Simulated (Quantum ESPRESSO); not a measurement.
Inputs of pw.x and gipaw.x (a modified build of Quantum ESPRESSO, PBE) for Al2O3; the starting potential comes from an earlier run on another mesh:

```
&CONTROL
  calculation = 'scf'
  prefix = 'x'
  pseudo_dir = './pseudo'
  outdir = './out'
  tprnfor = .true.
/
&SYSTEM
  ibrav = 0
  nat = 10
  ntyp = 2
  ecutwfc = 45
  ecutrho = 180
  occupations = 'fixed'
  nbnd = 24
/
&ELECTRONS
  conv_thr = 1e-11
  startingpot = 'file'
/
ATOMIC_SPECIES
Al 26.982 Al.GGA_PBE-JTH.UPF
O 15.999 O.GGA_PBE-JTH.UPF
CELL_PARAMETERS angstrom
    2.402514990052     1.387092676239     4.372083000000
   -2.402514990052     1.387092676239     4.372083000000
    0.000000000000    -2.774185352478     4.372083000000
ATOMIC_POSITIONS crystal
Al     0.147900000000     0.147900000000     0.147900000000
Al     0.852100000000     0.852100000000     0.852100000000
Al     0.352100000000     0.352100000000     0.352100000000
Al     0.647900000000     0.647900000000     0.647900000000
O      0.943860000000     0.556140000000     0.250000000000
O      0.056140000000     0.443860000000     0.750000000000
O      0.250000000000     0.943860000000     0.556140000000
O      0.750000000000     0.056140000000     0.443860000000
O      0.556140000000     0.250000000000     0.943860000000
O      0.443860000000     0.750000000000     0.056140000000
K_POINTS automatic
4 4 4 1 1 1
```

```
&INPUTGIPAW
  job = 'nmr'
  prefix = 'x'
  tmp_dir = './out/'
  restart_mode = 'from_scratch'
  pawproj(1) = .true.
  pawproj(2) = .true.
  use_nmr_macroscopic_shape = .false.
/
```

The cell comes from the Materials Project (a computed structure). It is Al2O3 in R-3c. Stability against distortions was not tested.

Task: Predict the shielding tensors that the run ends with.

Result: 
```
     f-sum rule (should be   -44.4259):
           -44.4312          0.0000          0.0000
             0.0000        -44.4312          0.0000
            -0.0000         -0.0000        -44.4244

     Total NMR chemical shifts in ppm: ---------------------------------------
     (adopting the Simpson convention for anisotropy and asymmetry)-----------

     Atom  1  Al  pos: (  0.000000  0.000000  0.374645)  Total sigma:         534.41
           538.2762         -2.1068         -0.0000
             2.1068        538.2762         -0.0000
            -0.0000         -0.0000        526.6789

     Al      1    anisotropy:    -11.60    eta:    0.0000

     Atom  2  Al  pos: (  0.000000  0.000000  2.158450)  Total sigma:         534.41
           538.2762         -2.1068         -0.0000
             2.1068        538.2762         -0.0000
            -0.0000         -0.0000        526.6789

     Al      2    anisotropy:    -11.60    eta:    0.0000

     Atom  3  Al  pos: (  0.000000  0.000000  0.891903)  Total sigma:         534.41
           538.2762          2.1068          0.0000
            -2.1068        538.2762         -0.0000
             0.0000         -0.0000        526.6789

     Al      3    anisotropy:    -11.60    eta:    0.0000

     Atom  4  Al  pos: (  0.000000  0.000000  1.641192)  Total sigma:         534.41
           538.2762          2.1068          0.0000
            -2.1068        538.2762         -0.0000
             0.0000         -0.0000        526.6789

     Al      4    anisotropy:    -11.60    eta:    0.0000

     Atom  5  O   pos: (  0.179898  0.267884  1.477639)  Total sigma:         160.85
           164.9440         -0.0000         -0.0000
             0.0000        157.0101         -3.3992
            -0.0000         -2.1871        160.5924

     O       5    anisotropy:     -8.05    eta:    0.5264

     Atom  6  O   pos: ( -0.179898 -0.267884  1.055456)  Total sigma:         160.85
           164.9440          0.0000          0.0000
            -0.0000        157.0101         -3.3992
             0.0000         -2.1871        160.5924

     O       6    anisotropy:     -8.05    eta:    0.5264

     Atom  7  O   pos: ( -0.321944  0.021854  1.477639)  Total sigma:         160.85
           158.9936         -3.4355          2.9438
            -3.4355        162.9605          1.6996
             1.8941          1.0936        160.5924

     O       7    anisotropy:     -8.05    eta:    0.5264

     Atom  8  O   pos: (  0.321944 -0.021854  1.055456)  Total sigma:         160.85
           158.9936         -3.4355          2.9438
            -3.4355        162.9605          1.6996
             1.8941          1.0936        160.5924

     O       8    anisotropy:     -8.05    eta:    0.5264

     Atom  9  O   pos: (  0.142046 -0.289738  1.477639)  Total sigma:         160.85
           158.9936          3.4355         -2.9438
             3.4355        162.9605          1.6996
            -1.8941          1.0936        160.5924

     O       9    anisotropy:     -8.05    eta:    0.5264

     Atom 10  O   pos: ( -0.142046  0.289738  1.055456)  Total sigma:         160.85
           158.9936          3.4355         -2.9438
             3.4355        162.9605          1.6996
            -1.8941          1.0936        160.5924

     O      10    anisotropy:     -8.05    eta:    0.5264
```
The printed anisotropy is 3/2 (σ_33 − σ_iso) in the program's own order; the axes are left out here. Anisotropies that symmetry doesn't fix are less certain than the isotropic values. Shieldings are absolute and leave out the bulk-susceptibility term; a larger σ means a smaller chemical shift. By our sweeps, such settings leave a few ppm in absolute σ. No d partial waves on Al: the paramagnetic term there is incompletely reconstructed.
